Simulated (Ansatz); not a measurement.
InNi3N (anti-perovskite, Pm-3m), DFT-r²SCAN in the program Ansatz with PAW potentials, all energies at zero smearing, with the estimated change up to a 700 eV cutoff added, with one set of potentials and settings (totals compare only within such a set). Cell of 5 atoms (1 In, 3 Ni, 1 N): -23533.207 eV.

| element | reference phase | E (eV/atom) |
|---|---|---|
| In | I4/mmm, 1 atoms in the cell | -5611.8204 |
| Ni | Fm-3m, 1 atoms in the cell, spin-polarised | -5845.2912 |
| N | Pa-3, 8 atoms in the cell | -384.8315 |

Formation energy per atom, worked out: (-23533.207 − 1×(-5611.8204) − 3×(-5845.2912) − 1×(-384.8315))/5 = -0.136 eV/atom (-13 kJ per mol of atoms), at 0 K, without zero-point energy or fitted corrections.

The first step of the workflow began from a Materials Project structure, measured or hypothetical; the Crystallography Open Database copy checked does not list it. Whether it is the stable phase at ambient conditions was not checked. The r²SCAN relaxation kept the symmetry of its start; its stability against distortions is not shown here. No spin polarisation was allowed. The references are the lowest solids computed at this level, not always the standard phases (solids in place of the gases).

Potentials: the later of the program's two PAW sets.
